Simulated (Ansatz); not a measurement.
Relaxed-ion elastic tensor of ZnS (NiAs type, P6_3/mmc) in GPa (Voigt order), plane-wave PAW r²SCAN (Ansatz code); density 4.93 g/cm³, 16.40 Å³ per atom.

|  | 1 | 2 | 3 | 4 | 5 | 6 |
|---|---|---|---|---|---|---|
| 1 | 142 | 87.7 | 58.0 | 0.0 | 0.0 | 0.0 |
| 2 | 87.7 | 142 | 58.0 | 0.0 | 0.0 | 0.0 |
| 3 | 58.0 | 58.0 | 188 | 0.0 | 0.0 | 0.0 |
| 4 | 0.0 | 0.0 | 0.0 | 0.1 | 0.0 | 0.0 |
| 5 | 0.0 | 0.0 | 0.0 | 0.0 | 0.1 | 0.0 |
| 6 | 0.0 | 0.0 | 0.0 | 0.0 | 0.0 | 27.2 |

Q: Is the crystal mechanically stable?

A: On the edge, within the error: the smallest eigenvalue of C is 0.1 GPa.

Q: Work out the Voigt and Reuss bounds. Is their mean of use?

A: K_V = 97.7, K_R = 97.6; G_V = 23.4, G_R = 0.4 GPa. The bounds lie so far apart that a Hill average or a Debye temperature from it would say little.

The start of the workflow was typed in or built on a structure type; neither database checked (COD, Materials Project) lists it. It is not the phase usual at ambient conditions (space group No. 186, 216). The r²SCAN relaxation kept the symmetry of its start; whether a distortion lowers the energy is not shown.

Potentials: the later of the program's two PAW sets.
